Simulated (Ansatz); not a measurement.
MgS (rock salt), relaxed with PBE (Ansatz, a first-principles code, plane waves, PAW): a = b = c = 5.2297 Å, α = β = γ = 90.00°.

gap (eV): 2.76
ΔH_f (eV/atom): -1.44
B₀ by P(V) fit (GPa): 73.9
K_Hill (GPa): 74.0
G_Hill (GPa): 51.7
electron conductivity mass (mₑ): 0.34
Θ_D (K): 560

**Question.** The same phase is relaxed and computed with r²SCAN in the same code. What are the cell and these values now?

**Answer.** a = 5.203 Å, b = 5.203 Å, c = 5.203 Å, α = 90.00°, β = 90.00°, γ = 90.00°.

gap (eV): 3.46
ΔH_f (eV/atom): -1.68
B₀ by P(V) fit (GPa): 79.8
K_Hill (GPa): 79.8
G_Hill (GPa): 57.5
electron conductivity mass (mₑ): 0.35
Θ_D (K): 588

All cells were relaxed under the symmetry of their starts (and spin orders); stability against distortions was not tested throughout.

Potentials: the later of the program's two PAW sets.

Ansatz is a plane-wave DFT program.

Formation energies count from the lowest solids of the elements computed at the same level, not from gases.
